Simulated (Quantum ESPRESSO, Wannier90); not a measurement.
## PtS$_{2}$ (CdI2 type): Wannier90 run

Materials Project entry mp-762; symmetrised, unrelaxed at this level. COD (Crystallography Open Database) has an entry of this formula and space group (matched by these alone). Computed values, not measurements, from PBEsol: Quantum ESPRESSO (norm-conserving PseudoDojo potentials, cutoff 68 Ry, no spin polarisation, no spin-orbit coupling) on a Γ-centred 12×12×6 mesh, then Wannier90. Density: 12×12×6 mesh, cold smearing 0.01 Ry. The cell is built of weakly bound layers, chains or molecules, whose nearest atoms lie 3.74 Å apart. Database cells relaxed without dispersion often hold them too far apart, which can enlarge gaps and weakens couplings between them; spacing and stacking were not compared with the measured crystal. Spin-orbit coupling is left out although heavy elements are present.

```
begin unit_cell_cart
ang
    3.5487400037    0.0000000000    0.0000000000
   -1.7743700019    3.0732989946    0.0000000000
    0.0000000000    0.0000000000    5.5970700000
end unit_cell_cart
mp_grid = 12 12 6
```

Neighbour vectors b of the finite-difference formula (Å⁻¹), by shell:

```tsv
shell	b_x	b_y	b_z
1	0.00000	0.17037	0.00000
1	0.14755	0.08518	0.00000
1	0.00000	-0.17037	0.00000
1	0.14755	-0.08518	0.00000
1	-0.14755	-0.08518	0.00000
1	-0.14755	0.08518	0.00000
2	0.00000	0.00000	0.18710
2	0.00000	0.00000	-0.18710
```

**Question.** Find the weights w_b from the completeness condition Σ_b w_b b_α b_β = δ_αβ.

**Answer.** Shell 1: Σ b_x² = 0.087, Σ b_y² = 0.087, Σ b_z² = 0.000 Å⁻²
Shell 2: Σ b_x² = 0.000, Σ b_y² = 0.000, Σ b_z² = 0.070 Å⁻²
Each of the three diagonal sums, weighted, has to give 1 and the off-diagonal ones 0, which holds for w_1 = 11.5 Å², w_2 = 14.3 Å². Check on xx: 11.48×0.087 + 14.28×0.000 = 1.00.

On this mesh the 11 functions of bands 5-15 (valence bands; start: SCDM (isolated), conv_tol = 1.0e-6) end with spreads 1.2255, 1.2411, 1.2255, 1.7699, 1.7699, 1.7712, 1.7702, 1.7701, 1.6682, 1.6678, 1.7702 Å², Ω_I = 15.9977 Å² and Ω_D = 0.0202 Å².

Ω_total is the sum of the spreads, 17.650 Å². Ω_OD = Ω_total − Ω_I − Ω_D = 1.632 Å². Only (Ω_D + Ω_OD)/Ω_total = 9.4 % depends on the gauge, and another start could lower the total by that share at most. The rms radius is √(Ω_total/11) = 1.27 Å.
